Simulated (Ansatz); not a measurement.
Input file for Ansatz (a first-principles code):

Ansatz 0.2 input:
```yaml
crystal:
  lattice:
    - [0.0, 4.0074351107, 4.0074351107]
    - [4.0074351107, 0.0, 4.0074351107]
    - [4.0074351107, 4.0074351107, 0.0]
  atoms:
    - { symbol: La, position: [0.25, 0.25, 0.25] }
    - { symbol: La, position: [0.75, 0.75, 0.75] }
    - { symbol: Ta, position: [0.5, 0.5, 0.5] }
    - { symbol: Re, position: [0.0, 0.0, 0.0] }
    - { symbol: N, position: [0.7552961906, 0.7552961906, 0.2447038094] }
    - { symbol: N, position: [0.2447038094, 0.2447038094, 0.7552961906] }
    - { symbol: N, position: [0.2447038094, 0.7552961906, 0.7552961906] }
    - { symbol: N, position: [0.7552961906, 0.2447038094, 0.2447038094] }
    - { symbol: N, position: [0.7552961906, 0.2447038094, 0.7552961906] }
    - { symbol: N, position: [0.2447038094, 0.7552961906, 0.2447038094] }
kpoints:
  mp_grid: { grid: [16, 16, 16] }
hamiltonian:
  xc: r2scan
  pseudopotentials: { kind: paw }
scf:
  occupations: { method: fermi_dirac, width: 0.1 }
elastic: { mode: relaxed_ion, stencil: two_point, amplitude: 0.005, f_tol: 0.0005 }
```

Output (shortened):

```
Pseudopotentials: kind: paw
Pseudopotential: La, paw, valence charge 11
Pseudopotential: Ta, paw, valence charge 13
Pseudopotential: Re, paw, valence charge 15
Pseudopotential: N, paw, valence charge 5
Functional definition: r2SCAN
Crystal: 10 atoms, lattice volume = 128.715 Å³
Basis set: ecut = 500 eV, 3287 PW (Γ), exchange–correlation on 180×180×180 points (64 copies of the dense FFT grid, shifted against one another)
Bands: 50, of which v1, the nominal top of the filled ones, is band 40 counted from 1 (39 counted from 0)
Symmetry: 48 space group operations
Space group: Fm-3m (ITA 225), of the structure as read, at distance tolerance 5.0e-5 Å
k-points: 145 of 4096
PAW frozen core: La, regenerated for the run's functional
PAW frozen core: Ta, regenerated for the run's functional
PAW frozen core: Re, regenerated for the run's functional
PAW frozen core: N, regenerated for the run's functional
Initial wavefunctions: pseudopotential atomic-orbital guess
Eigensolver: davidson
Functional: x = r2scan, c = r2scan; τ floored in thin density (d = 2e-4 eV/Å³)
all-band conjugate gradients solve this SCF's bands
SCF 1 converged in 13 iterations: F = -35674.882034 eV  dr2 = 2.22e-15
relax step   1: F+E_penalty+E_count = -35674.88203375 eV  Δ(F+E_penalty+E_count) = +0.000e0 eV  max|allowed force component| = 3.176e-2 eV/Å  Δτ_max = 0.0000 Å  (13 SCF iters, accepted)
Crystal: 10 atoms, lattice volume = 128.715 Å³
Initial density: handed on by an earlier stage of this run
Initial wavefunctions: pseudopotential atomic-orbital guess (no wavefunctions were taken with the density)
SCF 2 converged in 11 iterations: F = -35674.882090 eV  dr2 = 9.13e-15
relax step   2: F+E_penalty+E_count = -35674.88209039 eV  Δ(F+E_penalty+E_count) = -5.664e-5 eV  max|allowed force component| = 6.740e-3 eV/Å  Δτ_max = 0.0008 Å  (11 SCF iters, accepted)
density extrapolation: transplant  |δρ|_rms = 5.388e-2 e/Å³  SAD shift = 1.345e-4 e/Å³
Crystal: 10 atoms, lattice volume = 128.715 Å³
Initial wavefunctions: those handed on with the density
SCF 3 converged in 8 iterations: F = -35674.882093 eV  dr2 = 1.61e-14
[...]
SCF 22 converged in 2 iterations: F = -35674.880911 eV  dr2 = 3.98e-15
Crystal: 10 atoms, lattice volume = 128.714 Å³
SCF 23 converged in 13 iterations: F = -35674.880847 eV  dr2 = 2.63e-14
relax step   1: F+E_penalty+E_count = -35674.88084661 eV  Δ(F+E_penalty+E_count) = +0.000e0 eV  max|allowed force component| = 1.205e-2 eV/Å  Δτ_max = 0.0000 Å  (13 SCF iters, accepted)
density extrapolation: transplant  |δρ|_rms = 5.388e-2 e/Å³  SAD shift = 2.811e-3 e/Å³
Crystal: 10 atoms, lattice volume = 128.714 Å³
SCF 24 converged in 12 iterations: F = -35674.880849 eV  dr2 = 1.18e-14
relax step   2: F+E_penalty+E_count = -35674.88084917 eV  Δ(F+E_penalty+E_count) = -2.565e-6 eV  max|allowed force component| = 1.959e-2 eV/Å  Δτ_max = 0.0058 Å  (12 SCF iters, accepted)
density extrapolation: transplant  |δρ|_rms = 5.388e-2 e/Å³  SAD shift = 2.218e-3 e/Å³
Crystal: 10 atoms, lattice volume = 128.714 Å³
SCF 25 converged in 11 iterations: F = -35674.880822 eV  dr2 = 4.37e-14
relax step   3: F+E_penalty+E_count = -35674.88082233 eV  Δ(F+E_penalty+E_count) = +2.684e-5 eV  max|allowed force component| = 2.303e-2 eV/Å  Δτ_max = 0.0036 Å  (11 SCF iters, rejected (line search))
density extrapolation: transplant  |δρ|_rms = 5.388e-2 e/Å³  SAD shift = 1.603e-3 e/Å³
Crystal: 10 atoms, lattice volume = 128.714 Å³
SCF 26 converged in 11 iterations: F = -35674.880901 eV  dr2 = 1.60e-14
relax step   4: F+E_penalty+E_count = -35674.88090076 eV  Δ(F+E_penalty+E_count) = -5.159e-5 eV  max|allowed force component| = 7.864e-3 eV/Å  Δτ_max = 0.0017 Å  (11 SCF iters, accepted)
density extrapolation: transplant  |δρ|_rms = 5.388e-2 e/Å³  SAD shift = 6.003e-4 e/Å³
Crystal: 10 atoms, lattice volume = 128.714 Å³
SCF 27 converged in 11 iterations: F = -35674.880911 eV  dr2 = 1.24e-14
relax step   5: F+E_penalty+E_count = -35674.88091095 eV  Δ(F+E_penalty+E_count) = -1.019e-5 eV  max|allowed force component| = 9.888e-5 eV/Å  Δτ_max = 0.0013 Å  (11 SCF iters, accepted)
Crystal: 10 atoms, lattice volume = 128.714 Å³
SCF 28 converged in 2 iterations: F = -35674.880911 eV  dr2 = 3.66e-15
WARN: C11 and the rest of its column (C11 to C61, from strain 11), every constant that the crystal's symmetry builds from them, which can be the whole tensor …
SCF converged after 2 iterations
Stability not checked: this state was not tested for a lower state beside it, because too few of the mixer's solves of this state at the end of the SCF gave a …
Free energy (F): -35674.882093 eV
Harris-Foulkes:  -35674.882093 eV  (|F-HF|=7.28e-12)
Internal energy: -35674.800163 eV  (E = F + TS)
E sigma→0 (E₀):  -35674.841128 eV
Entropy (-TS):   -0.081930 eV (-8.193 meV/atom)
Fermi energy:    14.400814 eV
--- Per-component energies (eV) ---
  E_band       = -259.106574
  E_kinetic    = 2074.620845
  E_local      = -3498.170336  (includes V_loc(G=0)·N_el)
  E_nonlocal   = 520.868195
  E_hartree    = 1233.194758
  E_xc         = -1216.158790
  E_vxc        = -1392.329610  (∫ρ·V_xc dr)
  E_paw        = -28759.124808  (= ΣΔE_a)
  E_vpaw       = -504.148524  (= ΣTr[D̂ρ^β])
  E_aug_tail   = 0.000144  (compensation charges beyond the density's cutoff)
  E_vtau       = 73.663197  (kinetic-family band-sum trace: ∫τ·v_τ [+ j·A + Jᵃ·Aᵃ] dr)
  E_ewald      = -6028.762658
  E_core_change = -1.267514  (= ΣΔE_core)
  E_smearing   = -0.081930  (= −TS)
  E_closure    = 0.000000  (closes the sum)
  Σ components = -35674.882093   (vs F -35674.882093, Δ=0.00e0)
--- Forces (eV/Å), atoms counted from 1 ---
  atom   1  La     0.00000000     0.00000000     0.00000000
  atom   2  La     0.00000000     0.00000000     0.00000000
  atom   3  Ta     0.00000000     0.00000000     0.00000000
  atom   4  Re     0.00000000     0.00000000     0.00000000
  atom   5  N      0.00000000     0.00000000     0.00000183
  atom   6  N      0.00000000     0.00000000    -0.00000183
  atom   7  N      0.00000183     0.00000000     0.00000000
  atom   8  N     -0.00000183     0.00000000     0.00000000
  atom   9  N      0.00000000     0.00000183     0.00000000
  atom  10  N      0.00000000    -0.00000183     0.00000000
  max |Σ_I F_I| component: 5.20e-18 eV/Å
--- Stress (GPa, compression-positive) ---
        0.160918       0.000000       0.000000
        0.000000       0.160918       0.000000
        0.000000       0.000000       0.160918
  P = ⅓ Tr σ = 0.1609 GPa (1.609 kbar)
  The stress holds the Pulay correction. Without it, at fixed plane waves, as pw.x and ABINIT print it: P = 0.1028 GPa
  The stress includes an estimate of the error left by incomplete SCF convergence (largest component  0.0000 GPa …
--- Band table (eV; the first three rows and the last of 145) ---
  k-point 0: bands = ["-69.1741", "-55.0911", "-30.3764", "-30.3764", "-30.3764", "-21.0656", "-21.0656", "-21.0656", "-18.5563", "-18.4408", "-2.1645", "-2.1645", "-2.1645", "-1.8453", "-1.7376", "-1.7376", "-1.7376", "-0.4518", "-0.4518", "0.5382", …
  k-point 1: bands = ["-69.1741", "-55.0911", "-30.3764", "-30.3764", "-30.3764", "-21.0658", "-21.0656", "-21.0656", "-18.5549", "-18.4418", "-2.1774", "-2.1648", "-2.1648", "-2.0480", "-1.7532", "-1.7532", "-1.5097", "-0.4279", "-0.4279", "0.5364", …
  k-point 2: bands = ["-69.1741", "-55.0911", "-30.3765", "-30.3764", "-30.3764", "-21.0663", "-21.0656", "-21.0656", "-18.5505", "-18.4448", "-2.2695", "-2.2097", "-2.1655", "-2.1655", "-1.7953", "-1.7953", "-1.2205", "-0.3618", "-0.3618", "0.5308", …
  k-point 144: bands = ["-69.1741", "-55.0911", "-30.3766", "-30.3766", "-30.3765", "-21.0685", "-21.0685", "-21.0662", "-18.4901", "-18.4901", "-3.1541", "-3.0387", "-2.1791", "-2.1791", "-1.6229", "-1.6187", "-0.5011", "-0.4244", "0.5355", "0.8529", …
  band table: 50 of 50 bands, residual norms ≤ 1.0e-3 eV
--- Elastic constants: 2 strain directions × 2 members + reference (group order 48) ---
  dense FFT box of the reference and of every strained cell: 45×45×45
  strains applied: 11, 23; error gains: componentwise 1.00 (the most a stress slope's error grows in a printed constant), spectral 1.73 (1 for all six strains …
  reference relaxed by the batch: 3 steps …
  largest displacement 6.2e-4 Å; the constants are those of the deck's cell at these positions:
  atoms:
    - { symbol: La, position: [0.24999999999999997, 0.24999999999999997, 0.24999999999999997] }
    - { symbol: La, position: [0.7499999999999998, 0.7499999999999998, 0.7499999999999998] }
    - { symbol: Ta, position: [0.49999999999999994, 0.49999999999999994, 0.49999999999999994] }
    - { symbol: Re, position: [0.0, 0.0, 0.0] }
    - { symbol: N, position: [0.7552184950073683, 0.7552184950073683, 0.24478150499263163] }
    - { symbol: N, position: [0.24478150499263157, 0.24478150499263157, 0.7552184950073684] }
    - { symbol: N, position: [0.24478150499263163, 0.7552184950073683, 0.7552184950073682] }
    - { symbol: N, position: [0.7552184950073684, 0.24478150499263157, 0.24478150499263157] }
    - { symbol: N, position: [0.7552184950073683, 0.24478150499263163, 0.7552184950073682] }
    - { symbol: N, position: [0.24478150499263157, 0.7552184950073684, 0.24478150499263157] }
  C = ∂σ_k/∂η_j (tension-positive GPa; Voigt order 11 22 33 23 13 12):
       370.505    187.478    187.478      0.000      0.000      0.000
       187.478    370.505    187.478      0.000      0.000      0.000
       187.478    187.478    370.505      0.000      0.000      0.000
         0.000      0.000      0.000    117.631      0.000      0.000
         0.000      0.000      0.000      0.000    117.631      0.000
         0.000      0.000      0.000      0.000      0.000    117.631
  reference stress σ⁰ (GPa):     -0.161     -0.161     -0.161      0.000      0.000      0.000
  moduli (Voigt/Reuss/Hill, GPa): K = 248.49/248.49/248.49   G = 107.18/105.58/106.38   E = 279.29   ν = 0.313
  mechanically stable: yes (min eigenvalue of sym C = 117.63 GPa)
  harmonic check of the ions' relaxations: strain 11: 1 of 1 pair far from harmonic (see the warning)
  the stresses are not corrected for the forces that the relaxations left standing (`elastic.f_tol`)
  strain η (Voigt 11):  stress-route row diagonal C_11 = 370.51 GPa, energy-path curvature d²(F+E_count+ΔE)/dδ²/Ω₀ = 365.28 GPa
         δ    σ_11 (GPa)             F (eV)   n_scf  n_hpsi   n_pw
    -5.000e-3      -2.1354      -35674.8776035       2  167038   3282   relax 5 steps, max|allowed force component| 1.63e-4 eV/Å
     5.000e-3       1.5696      -35674.8792437       2  170249   3305   relax 4 steps, max|allowed force component| 2.25e-4 eV/Å
  strain η (Voigt 23):  stress-route row diagonal C_44 = 117.63 GPa, energy-path curvature d²(F+E_count+ΔE)/dδ²/Ω₀ = 117.72 GPa
         δ    σ_23 (GPa)             F (eV)   n_scf  n_hpsi   n_pw
    -5.000e-3      -0.5882      -35674.8809109       2  299345   3290   relax 5 steps, max|allowed force component| 9.89e-5 eV/Å
     5.000e-3       0.5882      -35674.8809109       2  299014   3290   relax 5 steps, max|allowed force component| 9.89e-5 eV/Å
```

Cost: around 2.1 core-hours (rough) on shared cores.

The start of the workflow was typed in or built on a structure type; neither database checked (COD, Materials Project) lists it. Whether it is the stable phase at ambient conditions was not checked. The cell was relaxed with r²SCAN under the symmetry of its start; whether a distortion lowers the energy is not shown. No spin polarisation was allowed. Scalar-relativistic: spin–orbit coupling is off unless named, which matters more the heavier the elements.

Potentials: the later of the program's two PAW sets.

Ansatz is a plane-wave DFT program.
